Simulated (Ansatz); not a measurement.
# Structures of Zn2S3: which is lowest?

Plane-wave DFT in Ansatz with scalar-relativistic PAW potentials, cutoff 420 eV, Γ-centred meshes chosen by cell and gap, Gaussian smearing with energies taken to zero width. Every cell was relaxed (cell and atoms) in a run of its own, within the symmetry of its start. Functional: PBE.

Relaxed structures (starts from databases or built by putting these elements on another compound's sites):
A. R-3c, 10 atoms in the computed cell, a = 6.079 Å, c = 17.478 Å; sites (symmetry × multiplicity) Zn 3. × 12, S .2 × 18; start: built
B. R-3m, 5 atoms in the computed cell, a = 3.642 Å, c = 22.599 Å; sites (symmetry × multiplicity) Zn 3m × 6, S -3m × 3 + 3m × 6; start: built
C. P321, 5 atoms in the computed cell, a = 4.699 Å, c = 5.276 Å; sites (symmetry × multiplicity) Zn 3.. × 2, S .2. × 3; start: built

Problem. Rank them by energy. Could pressure change the order?

Solution.
| structure | group | E − E(lowest) (meV/atom) | V (Å³/atom) | gap on mesh (eV) |
| --- | --- | --- | --- | --- |
| B | R-3m | 0.0 | 17.31 | 0.00 |
| A | R-3c | 38 | 18.64 | 0.00 |
| C | P321 | 588 | 20.18 | 0.00 |

B is lowest, 38 meV/atom under A. The lowest is also the densest of these, so pressure wouldn't bring one of the others in at first order. Other structures may lie lower than all of these, and vibrations aren't counted.

Spin polarisation was left out, and a magnetic state may lie lower.